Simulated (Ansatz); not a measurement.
**Si$_{3}$C$_{4}$ (P-43m)**

All numbers below come from DFT PBE, scalar-relativistic, plane waves, PAW (Ansatz).

Cutoff 420 eV; k points 8×8×8 on the computed 7-atom cell (Γ-centred); Gaussian smearing, width 0.10 eV; no spin polarisation.

The structure is relaxed at this level of theory with its symmetry kept, and needn't be the ground state of this composition.

```yaml
crystal:
  lattice:
    - [4.41692, 0.00000, 0.00000]
    - [0.00000, 4.41692, 0.00000]
    - [0.00000, 0.00000, 4.41692]
  atoms:
    - { symbol: Si, position: [0.00000, 0.00000, 0.50000] }
    - { symbol: Si, position: [0.50000, 0.00000, 0.00000] }
    - { symbol: Si, position: [0.00000, 0.50000, 0.00000] }
    - { symbol: C, position: [0.77308, 0.77308, 0.77308] }
    - { symbol: C, position: [0.22692, 0.22692, 0.77308] }
    - { symbol: C, position: [0.22692, 0.77308, 0.22692] }
    - { symbol: C, position: [0.77308, 0.22692, 0.22692] }
```

| Property | Result |
| --- | --- |
| Space group | P-43m (No. 215) |
| Volume per atom | 83.1 bohr³ |
| Formation energy from the elements' standard states (uncorrected) | +0.736 eV/atom |
| Kohn–Sham band gap | none (metal) |
| Density of states at the Fermi level | 1.2 states/eV per cell |
| Orbital (Löwdin) character within 0.5 eV of the Fermi level | C 2p 93 % |
| Bader charge by site (e) | Si (3 in the cell) 2.81, C (4 in the cell) -2.11 |

The cell was found from a structure generator's guess, not taken from experiment. Löwdin shares on free-atom orbitals overweight diffuse shells.
